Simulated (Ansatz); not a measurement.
ZnS (wurtzite)

```
ZnS
1.0
    3.84511     0.00000     0.00000
   -1.92255     3.32996     0.00000
    0.00000     0.00000     6.30566
Zn S
2 2
Cartesian
  1.92255   1.10999   6.30474
  0.00000   2.21997   3.15191
  1.92255   1.10999   3.94322
  0.00000   2.21997   0.79039
```

The slice is a (1 -1 0 0) plane (indices of the conventional cell) through the point (0.667, 0.333, 1.000) (fractional), spanned by u = [110] and v = [001] in vectors of this cell: u (3.85 Å) and v (6.31 Å, at 90° to u). It covers one period; positions are fractions (u, v).

Level of theory: PBE (plane waves to 420 eV, PAW, scalar-relativistic; Ansatz, an electronic-structure program). k mesh 10×10×5. Near the nuclei the fields are pseudised (PAW); where an atom keeps semicore shells as valence, they peak there. ZnS was relaxed with its symmetry unable to fall.

Around which element is the density of the highest valence band (whole band, smooth part) largest on this plane?

S. Mean over a disc round each atom, of radius 0.45 times the shortest bond: S 0.104, Zn 0.009 e/Å³.

What is the ELF at the density minimum of the shortest Zn–S line in this plane (2.36 Å)?

0.3.

The ELF has a maximum in the middle third of the Zn–S line. Where, and how high?

0.90, 1.5 Å from Zn.

Predict the map of the electron localisation function (ELF) on the slice.


```
v \ u  0.00  0.12  0.24  0.35  0.47  0.59  0.71  0.82  0.94
-----  ----  ----  ----  ----  ----  ----  ----  ----  ----
0.96      x  0.03  0.18  0.24  0.37  0.32  0.17  0.14     x
0.86   0.19  0.19  0.17  0.07  0.03  0.04  0.13  0.18  0.19
0.75   0.90  0.86  0.69  0.26  0.04  0.09  0.51  0.80  0.89
0.64      x     x  0.84  0.50  0.13  0.24  0.74  0.82     x
0.54   0.66  0.83  0.81  0.31  0.15  0.17  0.60  0.86  0.74
0.43   0.59  0.54  0.30  0.15  0.15  0.15  0.20  0.43  0.58
0.32   0.02  0.03  0.05  0.13  0.21  0.18  0.08  0.03  0.02
0.21   0.12  0.12  0.23  0.51  0.62  0.59  0.37  0.15  0.12
0.11   0.13  0.17  0.21  0.64  0.73  0.72  0.43  0.17  0.14
0.00      x     x  0.18  0.35  0.55  0.48  0.20  0.12     x
```

Values: electron localisation function (ELF). Points within 0.5 Å of a nucleus are blanked (x), as the pseudised field means little there.
